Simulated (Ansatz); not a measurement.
## Cd: energy along a strain

Cd, P6_3/mmc, a = 2.979 Å, c = 5.618 Å (as given, not relaxed at this level: 2.9 GPa). Ansatz: PBE, PAW, 420 eV, Γ-centred 18×18×8 mesh on 2 atoms, Gaussian smearing 0.15 eV; no spin polarisation. Cell vectors (Å): 2.979 0.000 0.000; -1.489 2.580 0.000; 0.000 0.000 5.618. The cell is strained by x per cent times the pattern (0 1 0 0 0 0) in the order xx yy zz yz xz xy (engineering shears), with fractional coordinates held. y is the free energy over the start, V0 = 21.585 Å³/atom.

| x (%) | y (meV/atom) |
| --- | --- |
| -2.00 | ? |
| -1.00 | 4.94 |
| 0.00 | 0.00 |
| 0.50 | -1.90 |
| 1.50 | -4.81 |
| 2.00 | -5.86 |

**Question.** Fit y = c1 x + c2 x² + c3 x³ to the other rows, get the stiffness along the pattern, and predict the missing energy.

**Answer.** Least squares on the rows shown. y = −4.168 x + 0.7200 x² − 0.05075 x³. The clamped-ion stiffness p·C·p = 2 × 7.200 eV × 160.2 / 21.585 Å³ = 107 GPa, which is C22 in these axes (second derivative at the start, which stands under stress). At x = -2.00 the fit asked for gives 11.62 meV/atom. The run gave 11.76 meV/atom, so the fit is 0.14 meV/atom too low, a small miss on the scale of the series. The form still works here, 33 % of the fitted range beyond its end.